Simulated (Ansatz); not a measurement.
Geometry optimisation in Ansatz: input, command and trajectory.

```yaml
crystal:
  lattice:
    - [4.1504229036, 0.0, 0.0]
    - [-2.0752114518, 3.594371671, 0.0]
    - [0.0, 0.0, 12.9944233041]
  atoms:
    - { symbol: Ti, position: [0.0, 0.0, 0.5] }
    - { symbol: Ta, position: [0.0, 1.0, 0.0] }
    - { symbol: Te, position: [0.6666666667, 0.3333333333, 0.8801293969] }
    - { symbol: Te, position: [0.6666666667, 0.3333333333, 0.3789975758] }
    - { symbol: Te, position: [0.3333333333, 0.6666666667, 0.6210024242] }
    - { symbol: Te, position: [0.3333333333, 0.6666666667, 0.1198706031] }
    - { symbol: Mg, position: [0.0, 0.0, 0.7477213804] }
    - { symbol: Mg, position: [0.0, 0.0, 0.2522786196] }
basis:
  ecutwfc: 500
kpoints:
  mp_grid: { grid: [12, 12, 4] }
hamiltonian:
  xc: r2scan
scf:
  occupations: { method: gaussian, width: 0.1 }
output:
  forces: true
  stress: true
  eigenvalues: true
  write_density: true
  write_potential: true
  elf: true
  volumetric_format: npy
relax:
  adjacent_minimum: "off"
  f_tol: 0.025
  max_steps: 70
  cell: { stress_tol: 0.12 }
```

```bash
ansatz run input.yaml --threads 2 --pin off --max-ram 5120MiB --backend cpu --events-out ev --progress --plain --runs-dir out
```

Theory: Ansatz 0.2.0, DFT r2SCAN, scalar-relativistic, plane waves, PAW.

Of 4 frames 3 are shown, positions in Å and forces in eV/Å; the SCF threshold varies from step to step. Steps run on the plane waves of an earlier cell, with a Pulay correction in the pressure. The basis is chosen afresh for the last frame, the zero of the energies, and at times for earlier ones too; energy and pressure can step there, also at an unchanged geometry. Where two frames share a geometry here, they differ by under 2 meV/atom and 0.3 GPa.

```xyz
8
Lattice="4.1504 0.0000 0.0000 -2.0752 3.5944 0.0000 0.0000 0.0000 12.9944" Properties=species:S:1:pos:R:3:forces:R:3 pbc="T T T" step=1 free_energy_over_end_meV_per_atom=0.08 pressure_GPa=0.00
Ti    0.0000    0.0000    6.4972    0.0000    0.0000    0.0000
Ta   -2.0752    3.5944    0.0000    0.0000    0.0000    0.0000
Te    2.0752    1.1981   11.4368    0.0000    0.0000   -0.0239
Te    2.0752    1.1981    4.9249    0.0000    0.0000    0.0076
Te    0.0000    2.3962    8.0696    0.0000    0.0000   -0.0076
Te    0.0000    2.3962    1.5576    0.0000    0.0000    0.0239
Mg    0.0000    0.0000    9.7162    0.0000    0.0000    0.0285
Mg    0.0000    0.0000    3.2782    0.0000    0.0000   -0.0285
8
Lattice="4.1427 0.0000 0.0000 -2.0714 3.5877 0.0000 0.0000 0.0000 13.0350" Properties=species:S:1:pos:R:3:forces:R:3 pbc="T T T" step=2 free_energy_over_end_meV_per_atom=0.02 pressure_GPa=-0.04
Ti    0.0000    0.0000    6.5175    0.0000    0.0000    0.0000
Ta   -2.0714    3.5877    0.0000    0.0000    0.0000    0.0000
Te    2.0714    1.1959   11.4666    0.0000    0.0000    0.0435
Te    2.0714    1.1959    4.9397    0.0000    0.0000    0.0082
Te    0.0000    2.3918    8.0953    0.0000    0.0000   -0.0082
Te    0.0000    2.3918    1.5684    0.0000    0.0000   -0.0435
Mg    0.0000    0.0000    9.7528    0.0000    0.0000   -0.0077
Mg    0.0000    0.0000    3.2822    0.0000    0.0000    0.0077
8
Lattice="4.1418 0.0000 0.0000 -2.0709 3.5869 0.0000 0.0000 0.0000 13.0389" Properties=species:S:1:pos:R:3:forces:R:3 pbc="T T T" step=4 free_energy_over_end_meV_per_atom=0.00 pressure_GPa=0.02
Ti    0.0000    0.0000    6.5194    0.0000    0.0000    0.0000
Ta   -2.0709    3.5869    0.0000    0.0000    0.0000    0.0000
Te    2.0709    1.1956   11.4750    0.0000    0.0000   -0.0068
Te    2.0709    1.1956    4.9422    0.0000    0.0000   -0.0055
Te    0.0000    2.3912    8.0966    0.0000    0.0000    0.0055
Te    0.0000    2.3912    1.5639    0.0000    0.0000    0.0068
Mg    0.0000    0.0000    9.7564    0.0000    0.0000   -0.0057
Mg    0.0000    0.0000    3.2825    0.0000    0.0000    0.0057
```

The run took 7.1 min on 2 threads of Intel(R) Xeon(R) Processor @ 2.50GHz (Skylake/Cascade Lake) (shared host), peak memory 1.4 GiB.

Spin–orbit coupling is left out, which can shift energies with elements as heavy as these. Spin polarisation was left out, and a magnetic state may lie lower.